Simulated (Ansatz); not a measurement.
# Structure relaxation, NiGe

The start is a generated trial cell of NiGe in the AFLOW prototype AB_tP4_131_c_e (B17, as in PtS). The cell and all atomic positions are relaxed at zero pressure with PBE (plane waves to 420 eV, PAW, scalar-relativistic; Ansatz, a quantum-chemistry and plane-wave program). The first steps use a coarse 7×7×5 k-mesh.

Initial structure:
```
CELL_PARAMETERS angstrom
      3.53624     0.00000     0.00000
      0.00000     3.53624     0.00000
      0.00000     0.00000     4.40263
ATOMIC_POSITIONS crystal
  Ni 0.00000 0.50000 0.00000
  Ni 0.50000 0.00000 0.50000
  Ge 0.00000 0.00000 0.25000
  Ge 0.00000 0.00000 0.75000
```
Spin-polarised start, with parallel moments on Ni.

### Question
What pressure does the first self-consistent step give?

### Answer
+71 GPa (positive: the cell is compressed).

### Question
How much energy is released per atom?

### Answer
1.55 eV/atom.

### Question
How does the volume per atom move from start to end?

### Answer
+6.6 %, from 13.76 to 14.67 Å³/atom.

### Question
How do the shortest distances between atoms change?

### Answer
The closest pairs of elements (up to four, under 3.6 Å), start → end: Ge–Ni 2.08 → 2.39 Å; Ge–Ge 2.20 → 2.74 Å; Ni–Ni 3.33 → 2.74 Å.

### Question
What band gap does the relaxed structure have at this level?

### Answer
Zero (metallic).

### Question
What does it relax into? Give the structure.

### Answer

```cif
data_Ge2Ni2
_chemical_formula_sum 'Ni2 Ge2'
_space_group_name_H-M_alt 'P42/mmc'
_space_group_IT_number 131
_space_group_name_Hall '-P 4c 2'
_cell_length_a 2.73601
_cell_length_b 2.73601
_cell_length_c 7.83938
_cell_angle_alpha 90.000
_cell_angle_beta 90.000
_cell_angle_gamma 90.000
loop_
_atom_site_label
_atom_site_type_symbol
_atom_site_symmetry_multiplicity
_atom_site_Wyckoff_symbol
_atom_site_fract_x
_atom_site_fract_y
_atom_site_fract_z
_atom_site_occupancy
Ni1 Ni 2 c 0.00000 0.50000 0.00000 1
Ge1 Ge 2 e 0.00000 0.00000 0.25000 1
```

The space group stays P4₂/mmc (No. 131) (the run could not lower it), with 4 atoms in the primitive magnetic cell. Final values are on a 17×17×6 k-mesh of the relaxed cell. Spin state reached: ferromagnetic (net 0.05 μB/atom), from parallel starting moments; other spin orders were not run from this start.

The run could not lose the symmetry of its start; a randomly shaken copy of 8 atoms returns to this structure.

All atoms sit on sites fixed by symmetry, so only the cell could relax.

The relaxed structure here is a generated cell of NiGe: the first start was made by placing the elements on the sites of a structure type, and the end was not matched to a known phase here, so it may be hypothetical.
